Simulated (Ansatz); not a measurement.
**Data sheet: Y (DFT)**

Y:
```xyz
2
Lattice="0.0000 3.5209 3.5209 3.5209 0.0000 3.5209 3.5209 3.5209 0.0000" Properties=species:S:1:pos:R:3 pbc="T T T"
Y      0.0000     0.0000     0.0000
Y      1.7605     1.7605     1.7605
```

Space group Fd-3m (No. 227), diamond; conventional cell a = 7.0418 Å, b = 7.0418 Å, c = 7.0418 Å, α = 90.00°, β = 90.00°, γ = 90.00°.

Method: plane-wave PAW PBE (Ansatz code). Structure relaxed to zero pressure with the same functional. Other levels are named where they apply.

### Cell and energy

- Volume per atom = 43.65 Å³
- Density = 3.38 g/cm³

### Electronic structure

- Electronic character: metallic (no gap)
- Density of states at the Fermi level: 2.4 states/eV per atom (mean over ±0.08 eV)
- Gap with spin–orbit coupling: none (metallic)

### Mechanics

* **Bulk modulus (Birch–Murnaghan fit)**: 9.8 GPa
* **Pressure derivative B′**: 8.5

The start of the workflow was typed in or built on a structure type; neither database checked (COD, Materials Project) lists it. It is not the phase usual at ambient conditions (space group No. 194). The PBE relaxation kept the symmetry of its start; its stability against distortions is not shown here. The run is not spin-polarised. The volume moved by -17 % from the start of the relaxation. Spin–orbit coupling is left out wherever it is not named.

Potentials: the later of the program's two PAW sets.
